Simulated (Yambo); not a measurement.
Yambo run on AlN (wurtzite, space group P6_3mc, No. 186) under biaxial strain of -2 % along x and y, z relaxed. The wavefunctions come from this Quantum ESPRESSO step (PBEsol, PseudoDojo standard norm-conserving files, scalar-relativistic):

```
&CONTROL
  calculation = 'nscf'
  pseudo_dir = './pseudo'
  outdir = './out'
/
&SYSTEM
  ibrav = 0
  nat = 4
  ntyp = 2
  ecutwfc = 84.0
  ecutrho = 336.0
  occupations = 'fixed'
  force_symmorphic = .true.
  nbnd = 79
/
&ELECTRONS
  conv_thr = 4e-09
  diago_full_acc = .true.
  diago_thr_init = 1e-08
/
ATOMIC_SPECIES
N 14.0070 N.upf
Al 26.9815 Al.upf
CELL_PARAMETERS angstrom
  3.050863194977   0.000000000000   0.000000000000
 -1.525431597489   2.642125030321   0.000000000000
  0.000000000000   0.000000000000   5.039142894000
ATOMIC_POSITIONS crystal
N   0.666666667000   0.333333333000   0.878029027600
N   0.333333333667   0.666666666333   0.378029027600
Al   0.666666667000   0.333333333000   0.501970972400
Al   0.333333333667   0.666666666333   0.001970972400
K_POINTS automatic
6 6 4 0 0 0
```

Yambo input:

```
rim_cut
gw0
dyson
el_el_corr
HF_and_locXC
ppa
em1d
RandQpts= 1000000
RandGvec= 1 Ry
EXXRLvcs= 84 Ry
VXCRLvcs= 336 Ry
Chimod= "HARTREE"
% BndsRnXp
 1 | 77 |
%
NGsBlkXp= 8 Ry
% LongDrXp
 1.0 | 1.0 | 1.0 |
%
PPAPntXp= 27.2114 eV
% GbndRnge
 1 | 77 |
%
GTermKind= "BG"
DysSolver= "n"
ExtendOut
% QPkrange
 1 | 1 | 8 | 9 |
 3 | 3 | 8 | 9 |
 21 | 21 | 8 | 9 |
%
```

k points by index: 1 = Γ, 3 = A, 21 = H.

Table of the .qp output:

```
#    K-point    Band    Eo [eV]    E [eV]    E-Eo [eV]    Vxc [eV]    Vnlxc [eV]    Sc|Eo [eV]    Sc|E [eV]    dSc/dw|Eo [eV]    Re(Z)    Im(Z)
#
    1    8    0.000000    -0.835762    -0.835762    -16.92152    -21.06647    3.096296    3.309193    -6.930826    0.797000    -0.001166
    1    9    4.446601    5.134610    0.688009    -12.73505    -8.171049    -3.729179    -3.875990    -5.805793    0.824157    -0.001016
    3    8    -0.295944    -1.170990    -0.875047    -16.69823    -20.98457    3.187301    3.411298    -6.964820    0.796207    -0.001179
    3    9    6.830665    7.718657    0.887991    -13.18532    -7.938999    -4.159620    -4.358326    -6.088415    0.817162    -0.001085
    21    8    -0.817257    -1.773635    -0.956378    -16.29101    -20.67272    3.179343    3.425339    -6.998407    0.795425    -0.001195
    21    9    7.336549    8.247479    0.910930    -11.61597    -6.204662    -4.300488    -4.500380    -5.970406    0.820068    -0.001213
```
(The two width columns are left out.) Convergence of these settings isn't established.
